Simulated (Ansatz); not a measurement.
Ansatz (a quantum-chemistry and plane-wave program) input:

Ansatz 0.2 input:
```yaml
crystal:
  lattice:
    - [4.9230828426, 2.8423432044, 1.9533484104]
    - [-4.9230828426, 2.8423432044, 1.9533484104]
    - [0.0, -5.6846864088, 1.9533484104]
  atoms:
    - { symbol: Ge, position: [0.7158678052, 0.7158678052, 0.7158678052] }
    - { symbol: Ge, position: [0.2841321948, 0.2841321948, 0.2841321948] }
    - { symbol: Ge, position: [0.0302077932, 0.7261847271, 0.5336499509] }
    - { symbol: Ge, position: [0.9697922068, 0.2738152729, 0.4663500491] }
    - { symbol: Ge, position: [0.5336499509, 0.0302077932, 0.7261847271] }
    - { symbol: Ge, position: [0.4663500491, 0.9697922068, 0.2738152729] }
    - { symbol: Ge, position: [0.7261847271, 0.5336499509, 0.0302077932] }
    - { symbol: Ge, position: [0.2738152729, 0.4663500491, 0.9697922068] }
kpoints:
  mp_grid: { grid: [6, 6, 6] }
  band_path:
    path:
      - [[0.0, 0.0, 0.0], [0.5, 0.0, 0.0], [0.5, -0.5, 0.5], [0.2453812396, -0.7546187604, 0.2453812396]]  # Γ-L-T-P_0
      - [[0.2453812396, 0.2453812396, 0.2453812396], [0.0, 0.0, 0.0], [0.5, -0.5, 0.0]]  # P_2-Γ-F
    npoints: 14
basis: { xc_grid: 2 }
hamiltonian:
  xc: pbesol
  pseudopotentials: { azcp: { folder: ./paw }, kind: paw_fr }
magnetization: { noncollinear: true, spin_orbit: true }
scf:
  n_extra_bands: 16
  convergence: { dr2_threshold: 0.0000000001 }
  occupations: { method: gaussian, width: 0.05 }
output: { eigenvalues: true }
```

Output (shortened):

```
Pseudopotential: Ge, paw, valence charge 14
Functional definition: PBEsol
non-collinear run that drives no moment, with spin-orbit …
Crystal: 8 atoms, lattice volume = 164.000 Å³
Basis set: ecut = 420 eV, 3211 PW (Γ), exchange–correlation on 90×90×90 points (8 copies of the dense FFT grid, shifted against one another)
Bands: 128, of which v1, the nominal top of the filled ones, is band 112 counted from 1 (111 counted from 0)
Symmetry: 6 space group operations + 6 with time reversal
k-points: 40 of 216
Projection manifold: j_resolved (fully-relativistic pseudo-atomic orbitals)
SCF iter   1: F=—  HF=-34028.044522 eV  |F-HF|=—  |Δ(HF+E_count)|=         —  Δρ=3.30e-2  dr2=1.35e0  dr2_m=0.00e0 (ungated)  ethr=3.10e-3  |M|=0.00e0 ∫|m|=0.00e0 μB  |m|>n=0.0e0 m-floor=0.0e0 τ_xc=0.0e0  β_m=0.30  ⟨swp⟩=5.9  Hψ=11213  notcnv=0  defer=8
preconditioner: auto → Resta (q_TF=auto, 2.560 Å⁻¹)
spin=Noncollinear: Resta preconditioning applied to the charge; magnetization (m_x, m_y, m_z) channels mix plain (no charge-response kernel on spin).
SCF iter   2: F=—  HF=-34027.955211 eV  |F-HF|=—  |Δ(HF+E_count)|=   8.93e-2  Δρ=2.46e-2  dr2=7.21e-1  dr2_m=0.00e0 (ungated)  ethr=1.20e-3  |M|=0.00e0 ∫|m|=0.00e0 μB  |m|>n=0.0e0 m-floor=0.0e0 τ_xc=0.0e0  β_m=0.65  ⟨swp⟩=1.9  Hψ=3089  notcnv=0  defer=342
SCF iter   3: F=—  HF=-34027.866860 eV  |F-HF|=—  |Δ(HF+E_count)|=   8.84e-2  Δρ=2.17e-3  dr2=7.60e-3  dr2_m=0.00e0 (ungated)  ethr=6.44e-4  |M|=0.00e0 ∫|m|=0.00e0 μB  |m|>n=0.0e0 m-floor=0.0e0 τ_xc=0.0e0  β_m=0.68  ⟨swp⟩=2.0  Hψ=3050  notcnv=0  defer=394
SCF iter   4: F=—  HF=-34027.865766 eV  |F-HF|=—  |Δ(HF+E_count)|=   1.09e-3  Δρ=6.50e-4  dr2=6.90e-4  dr2_m=0.00e0 (ungated)  ethr=6.78e-6  |M|=0.00e0 ∫|m|=0.00e0 μB  |m|>n=0.0e0 m-floor=0.0e0 τ_xc=0.0e0  β_m=0.69  ⟨swp⟩=2.0  Hψ=4593  notcnv=0  defer=394
SCF iter   5: F=—  HF=-34027.865803 eV  |F-HF|=—  |Δ(HF+E_count)|=   3.67e-5  Δρ=2.41e-4  dr2=6.77e-5  dr2_m=0.00e0 (ungated)  ethr=6.16e-7  |M|=0.00e0 ∫|m|=0.00e0 μB  |m|>n=0.0e0 m-floor=0.0e0 τ_xc=0.0e0  β_m=0.84  ⟨swp⟩=2.0  Hψ=4604  notcnv=0  defer=394
SCF iter   6: F=—  HF=-34027.865847 eV  |F-HF|=—  |Δ(HF+E_count)|=   4.40e-5  Δρ=5.59e-5  dr2=4.69e-6  dr2_m=0.00e0 (ungated)  ethr=6.05e-8  |M|=0.00e0 ∫|m|=0.00e0 μB  |m|>n=0.0e0 m-floor=0.0e0 τ_xc=0.0e0  β_m=0.86  ⟨swp⟩=2.0  Hψ=4603  notcnv=0  defer=394
SCF iter   7: F=—  HF=-34027.865875 eV  |F-HF|=—  |Δ(HF+E_count)|=   2.84e-5  Δρ=1.04e-5  dr2=1.57e-7  dr2_m=0.00e0 (ungated)  ethr=4.18e-9  |M|=0.00e0 ∫|m|=0.00e0 μB  |m|>n=0.0e0 m-floor=0.0e0 τ_xc=0.0e0  β_m=0.82  ⟨swp⟩=2.0  Hψ=4788  notcnv=0  defer=394
SCF iter   8: F=—  HF=-34027.865875 eV  |F-HF|=—  |Δ(HF+E_count)|=   2.81e-8  Δρ=4.97e-6  dr2=3.60e-8  dr2_m=0.00e0 (ungated)  ethr=1.41e-10  |M|=0.00e0 ∫|m|=0.00e0 μB  |m|>n=0.0e0 m-floor=0.0e0 τ_xc=0.0e0  β_m=0.74  ⟨swp⟩=2.0  Hψ=4605  notcnv=0  defer=394
SCF iter  11: F=-34027.865875 eV  HF=-34027.865875 eV  |F-HF|=7.28e-12  |Δ(HF+E_count)|=    0.00e0  Δρ=3.73e-8  dr2=2.02e-12  dr2_m=0.00e0 (ungated)  ethr=1.00e-12  |M|=0.00e0 ∫|m|=0.00e0 μB  |m|>n=0.0e0 m-floor=0.0e0 τ_xc=0.0e0  ⟨swp⟩=8.1  Hψ=7992  notcnv=0
SCF 1 converged in 11 iterations: F = -34027.865875 eV  dr2 = 2.02e-12
NSCF: frozen V_eff on 72 k-points
SCF converged after 11 iterations
Magnetization: |M| = 0.0000 μB,  M = (+0.0000, +0.0000, +0.0000) μB
Absolute magnetization: 0.0000 μB (∫|m|)
  site 0: m = (+0.0000, +0.0000, +0.0000) μB, |m| = 0.0000 μB  (R = 1.02 Å)
  site 1: m = (+0.0000, +0.0000, +0.0000) μB, |m| = 0.0000 μB  (R = 1.02 Å)
  site 2: m = (+0.0000, +0.0000, +0.0000) μB, |m| = 0.0000 μB  (R = 1.02 Å)
  site 3: m = (+0.0000, +0.0000, +0.0000) μB, |m| = 0.0000 μB  (R = 1.02 Å)
  site 4: m = (+0.0000, +0.0000, +0.0000) μB, |m| = 0.0000 μB  (R = 1.02 Å)
  site 5: m = (+0.0000, +0.0000, +0.0000) μB, |m| = 0.0000 μB  (R = 1.02 Å)
  site 6: m = (+0.0000, +0.0000, +0.0000) μB, |m| = 0.0000 μB  (R = 1.02 Å)
  site 7: m = (+0.0000, +0.0000, +0.0000) μB, |m| = 0.0000 μB  (R = 1.02 Å)
Free energy (F): -34027.865875 eV
Harris-Foulkes:  -34027.865875 eV  (|F-HF|=7.28e-12)
Internal energy: -34027.863779 eV  (E = F + TS)
E sigma→0 (E₀):  -34027.864827 eV
Entropy (-TS):   -0.002096 eV (-0.262 meV/atom)
Fermi energy:    9.591749 eV
--- Per-component energies (eV) ---
  E_band       = -1074.828913
  E_kinetic    = 741.921945
  E_local      = -16791.111266  (includes V_loc(G=0)·N_el)
  E_nonlocal   = 1751.691845
  E_hartree    = 8034.482674
  E_xc         = -569.891512
  E_vxc        = -522.549562  (∫ρ·V_xc dr)
  E_paw        = -15775.529907  (= ΣΔE_a)
  E_vpaw       = -2323.747381  (= ΣTr[D̂ρ^β])
  E_aug_tail   = 0.000159  (compensation charges beyond the density's cutoff)
  E_ewald      = -11426.795589
  E_core_change = 7.367873  (= ΣΔE_core)
  E_smearing   = -0.002096  (= −TS)
  E_closure    = 0.000000  (closes the sum)
  Σ components = -34027.865875   (vs F -34027.865875, Δ=0.00e0)
  [band-id]    e_kinetic+e_local+e_nonlocal+2·e_hartree+e_vxc+e_vpaw+e_augmentation_tail = -1074.828914   (vs E_band -1074.828913, Δ=-7.84e-7)
--- Band table (eV; the first three rows and the last of 40) ---
  k-point 0: bands = ["-15.4671", "-15.4671", "-15.4614", "-15.4614", "-15.4597", "-15.4597", "-15.4555", "-15.4555", "-15.4518", "-15.4518", "-15.4405", "-15.4405", "-15.4270", "-15.4270", "-15.4229", "-15.4229", "-15.4196", "-15.4196", "-15.4181", …
  k-point 1: bands = ["-15.4674", "-15.4674", "-15.4617", "-15.4617", "-15.4587", "-15.4587", "-15.4546", "-15.4546", "-15.4505", "-15.4505", "-15.4402", "-15.4402", "-15.4306", "-15.4306", "-15.4248", "-15.4248", "-15.4194", "-15.4194", "-15.4142", …
  k-point 2: bands = ["-15.4676", "-15.4676", "-15.4631", "-15.4631", "-15.4576", "-15.4576", "-15.4509", "-15.4509", "-15.4467", "-15.4467", "-15.4405", "-15.4405", "-15.4356", "-15.4356", "-15.4265", "-15.4265", "-15.4196", "-15.4196", "-15.4105", …
  k-point 39: bands = ["-15.4599", "-15.4599", "-15.4599", "-15.4599", "-15.4566", "-15.4566", "-15.4529", "-15.4529", "-15.4477", "-15.4477", "-15.4438", "-15.4438", "-15.4403", "-15.4403", "-15.4249", "-15.4249", "-15.4152", "-15.4152", "-15.4143", …
```

Cost: around 9 core-minutes (rough) on shared cores.

Space group R-3. The first step of the workflow began from a Materials Project structure, measured or hypothetical; the Crystallography Open Database copy checked does not list it. It is not the phase usual at ambient conditions (space group No. 227). The PBEsol relaxation kept the symmetry of its start; whether a distortion lowers the energy is not shown.

Potentials: the earlier of the program's two PAW sets. The files were generated under PBE; for other functionals the program regenerates the frozen cores, and for LDA and PBEsol the local potential too.

Ansatz is a plane-wave DFT program.
